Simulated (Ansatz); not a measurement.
Cs (bcc, W type)

Space group Im-3m (No. 229); a = 6.275 Å, b = 6.275 Å, c = 6.275 Å, α = 90.00°, β = 90.00°, γ = 90.00°

| atom | site | symmetry | x | y | z |
|---|---|---|---|---|---|
| Cs | 2a | m-3m | 0.0000 | 0.0000 | 0.0000 |
(The calculation used a cell of 1 atom; values per cell refer to that cell.)

The relaxed cell is deformed in two ways at once: its volume V is scaled, and at that volume it is stretched along z (the c axis of the conventional cell) so that c/a changes. Fractional atomic positions are held.

Computed with r2SCAN (plane waves to 500 eV, PAW, scalar-relativistic; Ansatz, an electronic-structure program). k mesh 11×11×11 (Γ-centred), Fermi-Dirac smearing 0.05 eV. E stands for the smeared free energy. With partly filled bands, the response to shear is sensitive to the k mesh, so small differences along c/a are uncertain. Cs was relaxed with its symmetry unable to fall. The PAW data are Ansatz's earlier set. The relaxed volume of Cs is well above the measured one; the method has no dispersion term. ΔE is measured from the relaxed starting cell.

Task: What ΔE (eV/atom) does the calculation give at all points of the grid V/V₀ = 0.920, 0.960, 1.000, 1.040, 1.080 by (c/a)/(c/a)₀ = 0.880, 0.940, 1.000, 1.060, 1.120?

Result: ΔE (eV/atom), with V/V₀ across and (c/a)/(c/a)₀ down:

```csv
(c/a)/(c/a)₀ \ V/V₀,0.920,0.960,1.000,1.040,1.080
0.880,0.009,0.005,0.004,0.005,0.008
0.940,0.005,0.002,0.001,0.002,0.005
1.000,0.005,0.001,0.000,0.001,0.004
1.060,0.005,0.001,0.000,0.002,0.005
1.120,0.006,0.002,0.001,0.002,0.005
```

(Under strain, the slope of the energy per volume gives the stress and its curvature an elastic modulus.)
